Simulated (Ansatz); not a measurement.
# Ansatz 0.2.0, relaxation: YbTi₂Si₂

Input:

```yaml
crystal:
  lattice:
    - [0.0, 3.91221472, 0.0]
    - [3.91221472, 0.0, 0.0]
    - [1.95610686, 1.95610686, -5.14605949]
  atoms:
    - { symbol: Yb, position: [0.0, 0.0, 0.0] }
    - { symbol: Ti, position: [0.75, 0.25, 0.5] }
    - { symbol: Ti, position: [0.25, 0.75, 0.5] }
    - { symbol: Si, position: [0.378, 0.378, 0.244] }
    - { symbol: Si, position: [0.622, 0.622, 0.756] }
  symmetry: { detect: false, time_reversal: true }
kpoints:
  mp_grid: { grid: [6, 6, 6], shift: [0, 0, 0] }
magnetization:
  spin_polarized: true
scf:
  occupations: { method: fermi_dirac }
  lower_state_search: "off"
hamiltonian:
  pseudopotentials: { kind: paw }
  xc: pbe
  hubbard:
    projectors: all-electron-ortho-atomic
    sites: [{ species: Yb, l: f, u_eff: 5.51 }]
basis:
  ecutwfc: 420
  fft_grid_basis: typed
relax:
  max_steps: 40
  cell: { p_target: 0.0 }
output:
  forces: true
  stress: true
  eigenvalues: true
  bader: true
  populations: true
  elf: true
  write_potential: true
  volumetric_format: npy
  dos:
    e_range: [-12, 8]
    de: 0.05
    projected: { site_lists: { Si: [Si], Ti: [Ti], Yb: [Yb] } }
checkpoint:
  read: saved_state
```

The command:

```bash
ansatz run input.yaml --threads 2 --pin off --max-ram 4096MiB --backend cpu --events-out ev --progress --plain --runs-dir out
```

Origin of the cell: a known structure type with other elements, at an estimated volume, so it need not be a known compound.

The smearing width isn't typed, so it takes its default of 0.1 eV.

The saved state is a converged single point of the same cell.

The program first moved the atoms by about 0.01 Å at random, to leave a saddle point that the symmetry would hold.

Steps («new basis» is an SCF on plane waves selected anew at the same cell):

```json
{"step": "1", "ΔF (meV/atom)": "0.0", "max force component (eV/Å)": "3.526", "P (GPa)": "32.64", "volume (Å³)": "78.76", "SCF iterations": "8", "step was": "accepted"}
{"step": "2", "ΔF (meV/atom)": "-317.0", "max force component (eV/Å)": "1.355", "P (GPa)": "10.04", "volume (Å³)": "89.15", "SCF iterations": "12", "step was": "accepted"}
{"step": "3", "ΔF (meV/atom)": "-375.9", "max force component (eV/Å)": "0.433", "P (GPa)": "1.81", "volume (Å³)": "94.22", "SCF iterations": "11", "step was": "accepted"}
{"step": "4", "ΔF (meV/atom)": "-379.9", "max force component (eV/Å)": "0.070", "P (GPa)": "0.02", "volume (Å³)": "95.31", "SCF iterations": "10", "step was": "accepted"}
{"step": "5", "ΔF (meV/atom)": "-380.1", "max force component (eV/Å)": "0.004", "P (GPa)": "-0.07", "volume (Å³)": "95.24", "SCF iterations": "9", "step was": "accepted"}
{"step": "6", "ΔF (meV/atom)": "-380.1", "max force component (eV/Å)": "0.000", "P (GPa)": "0.00", "volume (Å³)": "95.11", "SCF iterations": "8", "step was": "accepted"}
{"step": "7", "ΔF (meV/atom)": "-382.2", "max force component (eV/Å)": "0.001", "P (GPa)": "0.19", "volume (Å³)": "95.11", "SCF iterations": "10", "step was": "new basis"}
{"step": "8", "ΔF (meV/atom)": "-382.2", "max force component (eV/Å)": "0.000", "P (GPa)": "-0.01", "volume (Å³)": "95.28", "SCF iterations": "5", "step was": "accepted"}
{"step": "9", "ΔF (meV/atom)": "-382.2", "max force component (eV/Å)": "0.000", "P (GPa)": "-0.01", "volume (Å³)": "95.28", "SCF iterations": "8", "step was": "new basis"}
```

Step 1, with forces in eV/Å:

```xyz
5
Lattice="0.000 3.912 0.000 3.912 0.000 0.000 1.956 1.956 -5.146" Properties=species:S:1:pos:R:3:forces:R:3 pbc="T T T" step=1
Yb    0.001   -0.010   -0.002    0.006    0.098    0.052
Ti    1.958    3.921   -2.569    0.022   -0.050    0.015
Ti    3.908    1.964   -2.569    0.108   -0.074    0.025
Si    1.957    1.963   -1.248   -0.076   -0.003    3.435
Si    3.918    3.916   -3.883   -0.060    0.030   -3.526
```

Step 2, with forces in eV/Å:

```xyz
5
Lattice="0.000 4.064 0.000 4.064 0.000 0.000 2.032 2.032 -5.398" Properties=species:S:1:pos:R:3:forces:R:3 pbc="T T T" step=2
Yb    0.001   -0.001    0.003    0.002    0.025    0.008
Ti    2.033    4.070   -2.695    0.012   -0.020    0.016
Ti    4.062    2.038   -2.696    0.042   -0.027    0.021
Si    2.033    2.037   -1.254   -0.024    0.003    1.310
Si    4.068    4.067   -4.133   -0.031    0.019   -1.355
```

Step 3, with forces in eV/Å:

```xyz
5
Lattice="0.000 4.093 0.000 4.093 0.000 0.000 2.046 2.047 -5.624" Properties=species:S:1:pos:R:3:forces:R:3 pbc="T T T" step=3
Yb    0.001    0.002    0.003    0.001    0.008    0.010
Ti    2.047    4.098   -2.807    0.010   -0.005    0.002
Ti    4.094    2.051   -2.807    0.008   -0.012    0.002
Si    2.048    2.050   -1.248   -0.010    0.002    0.419
Si    4.095    4.096   -4.364   -0.010    0.008   -0.433
```

Step 4, with forces in eV/Å:

```xyz
5
Lattice="0.000 4.102 0.000 4.102 0.000 0.000 2.051 2.051 -5.663" Properties=species:S:1:pos:R:3:forces:R:3 pbc="T T T" step=4
Yb    0.001    0.004    0.005    0.000    0.000   -0.001
Ti    2.052    4.106   -2.827    0.001   -0.002    0.002
Ti    4.103    2.055   -2.827    0.005   -0.002    0.002
Si    2.053    2.055   -1.229   -0.003    0.001    0.067
Si    4.104    4.106   -4.425   -0.003    0.003   -0.070
```

Step 7, with forces in eV/Å:

```xyz
5
Lattice="0.000 4.094 0.000 4.094 0.000 0.000 2.047 2.047 -5.674" Properties=species:S:1:pos:R:3:forces:R:3 pbc="T T T" step=7
Yb    0.001    0.004    0.004    0.000    0.000    0.000
Ti    2.048    4.098   -2.832    0.000    0.000    0.000
Ti    4.096    2.051   -2.832    0.000    0.000    0.000
Si    2.048    2.051   -1.223    0.000    0.000    0.001
Si    4.096    4.098   -4.442    0.000    0.000   -0.001
```

Step 9, with forces in eV/Å:

```xyz
5
Lattice="0.000 4.094 0.000 4.094 0.000 0.000 2.047 2.047 -5.684" Properties=species:S:1:pos:R:3:forces:R:3 pbc="T T T" step=9
Yb    0.001    0.004    0.004    0.000    0.000    0.000
Ti    2.048    4.098   -2.837    0.000    0.000    0.000
Ti    4.096    2.051   -2.837    0.000    0.000    0.000
Si    2.048    2.051   -1.225    0.000    0.000    0.000
Si    4.096    4.098   -4.450    0.000    0.000    0.000
```

```yaml
Free_energy_lowered_by: 382.2 meV/atom
Volume_change: 20.98 %
Final_pressure: -0.01 GPa
Relaxation_steps_listed: 9
Gap_on_the_mesh: none (metal)
```

Caveats: no moments, though an odd count or open d shells may carry them; no spin-orbit coupling, though heavy elements are present; spin is on but no moment was typed; the displaced walk ended near the symmetry of the start; the program displaced the start to leave a saddle point.

The run took 5.8 min on 2 threads of Arm Neoverse V1, with other jobs on the host, peak memory 0.99 GiB, from a saved density.
